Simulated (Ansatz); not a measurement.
The start is a generated cell, Ir placed in the AFLOW prototype A_tP12_96_ab (as in Si). The cell and all atomic positions are relaxed at zero pressure with r2SCAN (plane waves to 500 eV, PAW, scalar-relativistic; Ansatz, an electronic-structure program). The first steps use a coarse 5×5×4 k-mesh.

Starting cell:
```yaml
crystal:
  lattice:
    - [5.12761, 0.00000, 0.00000]
    - [0.00000, 5.12761, 0.00000]
    - [0.00000, 0.00000, 6.46079]
  atoms:
    - { symbol: Ir, position: [0.08490, 0.08490, 0.00000] }
    - { symbol: Ir, position: [0.58490, 0.41510, 0.25000] }
    - { symbol: Ir, position: [0.41510, 0.58490, 0.75000] }
    - { symbol: Ir, position: [0.91510, 0.91510, 0.50000] }
    - { symbol: Ir, position: [0.17520, 0.37920, 0.27420] }
    - { symbol: Ir, position: [0.67520, 0.12080, 0.97580] }
    - { symbol: Ir, position: [0.32480, 0.87920, 0.47580] }
    - { symbol: Ir, position: [0.82480, 0.62080, 0.77420] }
    - { symbol: Ir, position: [0.62080, 0.82480, 0.22580] }
    - { symbol: Ir, position: [0.12080, 0.67520, 0.02420] }
    - { symbol: Ir, position: [0.87920, 0.32480, 0.52420] }
    - { symbol: Ir, position: [0.37920, 0.17520, 0.72580] }
```

- Outcome: The space group stays P4₃2₁2 (No. 96) (the run could not lower it), with 12 atoms in the primitive cell
- Volume change: +7.5 %, from 14.16 to 15.21 Å³/atom
- Shortest distances (start → end): The closest pairs of elements (up to four, under 3.6 Å), start → end: Ir–Ir 2.11 → 2.56 Å
- Optimiser moves: 17

The end point of the relaxation:

```cif
data_Ir12
_chemical_formula_sum 'Ir12'
_space_group_name_H-M_alt 'P43212'
_space_group_IT_number 96
_space_group_name_Hall 'P 4nw 2abw'
_cell_length_a 4.91152
_cell_length_b 4.91152
_cell_length_c 7.56803
_cell_angle_alpha 90.000
_cell_angle_beta 90.000
_cell_angle_gamma 90.000
loop_
_atom_site_label
_atom_site_type_symbol
_atom_site_symmetry_multiplicity
_atom_site_Wyckoff_symbol
_atom_site_fract_x
_atom_site_fract_y
_atom_site_fract_z
_atom_site_occupancy
Ir1 Ir 4 a 0.13642 0.13642 0.50000 1
Ir2 Ir 8 b 0.27306 0.14123 0.15803 1
```

Final values are on a 8×8×5 k-mesh of the relaxed cell. The start holds a very short contact (Ir–Ir 2.11 Å). No spin polarisation in the result.

The run could not lose the symmetry of its start, so the end can be a saddle point.

The relaxed structure here is a generated cell of Ir: the first start was made by placing the elements on the sites of a structure type, and the end was not matched to a known phase here, so it may be hypothetical. Known forms of Ir include space group No. 225.
